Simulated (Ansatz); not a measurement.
SiC (P6_3mc) from a database structure at its r2SCAN geometry, run in Ansatz 0.2.0 at 2 levels of theory. Calculated for a static, non-magnetic cell.

The HSE06 input:
```yaml
crystal:
  lattice:
    - [3.0788102666, 0.0, 0.0]
    - [-1.5394051333, 2.6663279043, 0.0]
    - [0.0, 0.0, 20.1386792686]
  atoms:
    - { symbol: Si, position: [0.3333333333, 0.6666666667, 0.8751930594] }
    - { symbol: Si, position: [0.3333333333, 0.6666666667, 0.6249931379] }
    - { symbol: Si, position: [0.0, 0.0, 9.80143e-05] }
    - { symbol: Si, position: [0.6666666667, 0.3333333333, 0.7501102221] }
    - { symbol: Si, position: [0.6666666667, 0.3333333333, 0.3751930594] }
    - { symbol: Si, position: [0.3333333333, 0.6666666667, 0.2501102221] }
    - { symbol: Si, position: [0.0, 0.0, 0.5000980143] }
    - { symbol: Si, position: [0.6666666667, 0.3333333333, 0.1249931379] }
    - { symbol: C, position: [0.3333333333, 0.6666666667, 0.3441190892] }
    - { symbol: C, position: [0.6666666667, 0.3333333333, 0.2187161743] }
    - { symbol: C, position: [0.6666666667, 0.3333333333, 0.8441190892] }
    - { symbol: C, position: [0.0, 0.0, 0.5938518784] }
    - { symbol: C, position: [0.3333333333, 0.6666666667, 0.9689204344] }
    - { symbol: C, position: [0.0, 0.0, 0.0938518784] }
    - { symbol: C, position: [0.3333333333, 0.6666666667, 0.7187161743] }
    - { symbol: C, position: [0.6666666667, 0.3333333333, 0.4689204344] }
kpoints:
  mp_grid: { grid: [6, 6, 2] }
  band_path:
    path:
      - [0.0, 0.0, 0.0]
      - [0.5, 0.0, 0.0]
      - [0.3333333333, 0.3333333333, 0.0]
      - [0.0, 0.0, 0.5]
      - [0.5, 0.0, 0.5]
      - [0.3333333333, 0.3333333333, 0.5]
      - [0.0, 0.5, 0.0]
    npoints: 1
hamiltonian:
  xc: hse06
scf:
  occupations: { method: fixed }
  n_extra_bands: 8
output:
  forces: true
  stress: true
  eigenvalues: true
```

Main results, then, where recorded, the levels near the gap in eV from the Fermi energy (columns number the bands from 0), one row a point of the path (Γ, M, K, A, L, H, M):
```
Crystal: 16 atoms, lattice volume = 165.321 Å³
Symmetry: 12 space group operations
Space group: P63mc (ITA 186)
```
```
Basis set: ecut = 420 eV, 3211 PW (Γ)
Bands: 40, of which v1, the nominal top of the filled ones, is band 32 counted from 1 (31 counted from 0)
k-points: 14 of 72
Exchange kernel: α = 0.2500, screened, ω = 0.2079 Å⁻¹, Wigner–Seitz truncation, v(0) = 1043.5721 eV·Å³, q-mesh 6×6×2
hybrid outer 1: dexx = +2.362e-2 eV, tail = 2.45e-5 eV
hybrid outer 2: dexx = +2.508e-7 eV, tail = 9.77e-9 eV, Δε = 1.26e-3 eV, ΔF = 3.57e-3 eV/Å
Free energy (F): -7102.307985 eV
Fermi energy:    8.930560 eV
--- Forces (eV/Å), atoms counted from 1 ---
  atom   1  Si      0.00000      0.00000    -0.01961
  atom   2  Si      0.00000      0.00000    -0.00301
  atom   3  Si      0.00000      0.00000    -0.00527
  atom   4  Si      0.00000      0.00000    -0.00555
  atom   5  Si      0.00000      0.00000    -0.01961
  atom   6  Si      0.00000      0.00000    -0.00555
  atom   7  Si      0.00000      0.00000    -0.00527
  atom   8  Si      0.00000      0.00000    -0.00301
  atom   9  C       0.00000      0.00000      0.00939
  atom  10  C       0.00000      0.00000      0.01373
  atom  11  C       0.00000      0.00000      0.00939
  atom  12  C       0.00000      0.00000      0.00455
  atom  13  C       0.00000      0.00000      0.00575
  atom  14  C       0.00000      0.00000      0.00455
  atom  15  C       0.00000      0.00000      0.01373
  atom  16  C       0.00000      0.00000      0.00575
--- Stress (GPa, compression-positive) ---
       -1.055856       0.000000       0.000000
        0.000000      -1.055856       0.000000
        0.000000       0.000000      -1.339619
  P = ⅓ Tr σ = -1.1504 GPa (-11.504 kbar)
```
```tsv
band_29	band_30	band_31	band_32	band_33	band_34
-0.028	0.000	0.000	6.412	6.479	6.821
-1.649	-1.527	-1.197	2.654	2.862	3.824
-2.643	-2.345	-2.345	4.249	5.007	5.147
-0.059	-0.059	-0.059	6.441	6.441	6.933
-1.754	-1.326	-1.326	2.781	2.781	3.878
-2.840	-2.196	-2.196	4.568	4.568	4.976
-1.649	-1.527	-1.197	2.654	2.862	3.824
```

With HSE06 the valence top lies at Γ and the conduction bottom at M, 2.65 eV higher; the smallest vertical gap, at M, is 3.85 eV.

**Question.** In the first input these blocks are replaced (the band path and keys that only write files left aside):
```yaml
hamiltonian:
  xc: pbe0
```
What comes out?

**Answer.**
```
Basis set: ecut = 420 eV, 3211 PW (Γ)
Bands: 40, of which v1, the nominal top of the filled ones, is band 32 counted from 1 (31 counted from 0)
k-points: 14 of 72
Exchange kernel: α = 0.2500, full range, Wigner–Seitz truncation, v(0) = 16592.5388 eV·Å³, q-mesh 6×6×2
hybrid outer 1: dexx = +3.445e-2 eV, tail = 3.91e-5 eV
hybrid outer 2: dexx = +5.899e-7 eV, tail = 8.84e-9 eV, Δε = 1.66e-3 eV, ΔF = 4.15e-3 eV/Å
Free energy (F): -7104.160396 eV
Fermi energy:    8.554085 eV
--- Forces (eV/Å), atoms counted from 1 ---
  atom   1  Si      0.00000      0.00000    -0.01908
  atom   2  Si      0.00000      0.00000    -0.00235
  atom   3  Si      0.00000      0.00000    -0.00490
  atom   4  Si      0.00000      0.00000    -0.00511
  atom   5  Si      0.00000      0.00000    -0.01908
  atom   6  Si      0.00000      0.00000    -0.00511
  atom   7  Si      0.00000      0.00000    -0.00490
  atom   8  Si      0.00000      0.00000    -0.00235
  atom   9  C       0.00000      0.00000      0.00896
  atom  10  C       0.00000      0.00000      0.01269
  atom  11  C       0.00000      0.00000      0.00896
  atom  12  C       0.00000      0.00000      0.00414
  atom  13  C       0.00000      0.00000      0.00565
  atom  14  C       0.00000      0.00000      0.00414
  atom  15  C       0.00000      0.00000      0.01269
  atom  16  C       0.00000      0.00000      0.00565
--- Stress (GPa, compression-positive) ---
       -1.221661       0.000000       0.000000
        0.000000      -1.221661       0.000000
        0.000000       0.000000      -1.501994
  P = ⅓ Tr σ = -1.3151 GPa (-13.151 kbar)
```
```tsv
band_29	band_30	band_31	band_32	band_33	band_34
-0.025	0.000	0.000	7.155	7.221	7.565
-1.657	-1.531	-1.202	3.379	3.591	4.558
-2.655	-2.355	-2.355	4.979	5.749	5.886
-0.060	-0.060	-0.060	7.183	7.183	7.677
-1.761	-1.332	-1.332	3.508	3.508	4.612
-2.855	-2.204	-2.204	5.303	5.303	5.713
-1.657	-1.531	-1.202	3.379	3.591	4.558
```
PBE0 gives an indirect gap of 3.38 eV, from Γ to M; the least direct gap is 4.58 eV at M. At this geometry PBE0 finds -1.3 GPa, compression counted positive: its own equilibrium volume is smaller. The stress of a hybrid is loosely converged here.

Totals of different functionals can't be compared.

The meshes of the hybrids are coarse, so their gaps aren't converged to the digits shown.
